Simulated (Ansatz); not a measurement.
## C: two-dimensional strain map

These are results of DFT r2SCAN, scalar-relativistic, plane waves, PAW (Ansatz), not measurements. Cutoff 500 eV, Γ-centred 12×12×4 k-points, Gaussian smearing of 0.05 eV. No spin polarisation. Energies are free energies at this smearing, counted from the undisturbed cell; pressure is positive in compression.

The undisturbed cell (relaxed at this level):

```
CELL_PARAMETERS angstrom
2.50984 0.00000 0.00000
-1.25492 2.17358 0.00000
0.00000 0.00000 8.28032
ATOMIC_POSITIONS crystal
C 0.00000 0.00000 0.09293
C 0.00000 0.00000 0.59293
C 0.00000 0.00000 0.40707
C 0.00000 0.00000 0.90707
C 0.33333 0.66667 0.15550
C 0.66667 0.33333 0.65550
C 0.33333 0.66667 0.34450
C 0.66667 0.33333 0.84450
```

The cell is strained by p along both x and y and by q along z, fractional coordinates fixed. Points are written (p, q).

Energy above the undisturbed cell in meV/atom (a dash: not computed):

```csv
p \ q,-0.050,-0.025,0.000,0.025,0.050
-0.050,204.8,151.1,132.0,141.9,176.0
-0.025,99.2,47.8,31.0,42.9,78.8
0.000,64.7,?,0.0,?,?
0.025,?,41.1,27.3,41.9,80.0
0.050,162.0,115.3,102.6,118.0,156.8
```

**Question.** Fill in the withheld energies.

**Answer.** (0.000, -0.025): 15.2; (0.000, 0.025): 13.4; (0.000, 0.050): 50.6; (0.025, -0.050): 89.1.